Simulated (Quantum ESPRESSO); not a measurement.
## Calculated data, CaMgZn2O4 (made-up cell)

All values are calculated (Quantum ESPRESSO 7.5). Calculation on a made-up crystal cell, not a measurement: periodic Kohn-Sham density functional theory in plane waves with PseudoDojo standard norm-conserving scalar-relativistic pseudopotentials, each functional with its own files (v0.5 for PBE, v0.4.1 for LDA and PBEsol), no spin polarisation, no spin-orbit coupling, atoms not relaxed, stress positive in tension, energies less a fixed whole-eV offset for each atom's element; levels are Kohn-Sham levels at fractions of this cell's reciprocal vectors, counted from the reference band (half the neutral cell's valence electrons, rounded up) at Gamma; error bars cover cutoff and k-mesh only, not smearing or the files; added strain carries the atoms with the cell, and shear is the tensor component; each bar is the largest change over components, and at least 0.002 eV, 0.002 eV per angstrom or 0.02 GPa; energies are for the whole cell, and the offsets were chosen from early runs and are not element reference energies.

Entry: CaMgZn2O4 (made-up cell)

Unstrained structure:
```cif
# cell vector a (Å): 4.4036 -0.0520 0.0234
# cell vector b (Å): -0.0520 4.3888 -0.0160
# cell vector c (Å): 0.0234 -0.0160 4.5381
data_CaMgZn2O4
_symmetry_space_group_name_H-M 'P 1'
_symmetry_Int_Tables_number 1
_cell_length_a 4.4040
_cell_length_b 4.3891
_cell_length_c 4.5382
_cell_angle_alpha 90.414
_cell_angle_beta 89.398
_cell_angle_gamma 91.356
_cell_volume 87.69
loop_
_atom_site_label
_atom_site_type_symbol
_atom_site_fract_x
_atom_site_fract_y
_atom_site_fract_z
_atom_site_occupancy
Ca1 Ca 0.00349 0.00539 0.00489 1
Zn1 Zn 0.00315 0.49006 0.49978 1
Zn2 Zn 0.49505 0.98868 0.49956 1
Mg1 Mg 0.50270 0.49003 0.99885 1
O1 O 0.49269 0.00210 0.00049 1
O2 O 0.49673 0.51111 0.50820 1
O3 O 0.99397 0.00084 0.50073 1
O4 O 0.99805 0.49031 0.99892 1
```

- lattice type: rocksalt
- functional: pbe
- cutoff: 1143 eV
- fermi dirac smearing: 0.025 eV
- scf tolerance: 1e-07 eV
- electrons removed: 0
- added strain kind: zz
- added strain: 0.0051
- k mesh: 4 x 4 x 4, shifted by half a step
- structure shown: before the added strain of 0.0051
- stress yz: ?
- stress zz: ?

Atoms:
```csv
atoms element,atom site,atom energy offset (eV)
Ca,1,-1055
Zn,2,-5687
Zn,3,-5687
Mg,4,-1617
O,5,-452
O,6,-452
O,7,-452
O,8,-452
```

Question: CaMgZn2O4 (made-up cell): stress yz?
Answer: -0.6345 GPa

Question: What stress zz does the calculation give for CaMgZn2O4 (made-up cell)?
Answer: 2.075 GPa

Question: Give the table of forces values for CaMgZn2O4 (made-up cell).
Answer: 
Forces:
```csv
site,x (eV/Å),y (eV/Å),z (eV/Å)
1,-0.5964,-1.009,-0.2051
2,-0.09291,0.1333,0.07606
3,0.1,0.1022,0.05545
4,-0.0345,0.2821,-0.04284
5,0.5977,-0.06453,0.08381
6,0.01373,-0.3193,-0.1588
7,0.04511,0.005788,0.105
8,-0.03272,0.8691,0.08645
```

Further results for CaMgZn2O4 (made-up cell):

- free energy less offsets: 0.7979 eV
- smearing term minus ts: 0 eV
- scf iterations: 12
- pressure: 1.977 GPa
- stress xx: -3.336 GPa
- stress yy: -4.668 GPa
- stress xz: 0.9455 GPa
- stress xy: -2.216 GPa
- error bar energy: 0.002 eV
- error bar stress: 0.03599 GPa
- error bar force: 0.002476 eV/Å
- error bars from: tighter rerun of a related cell
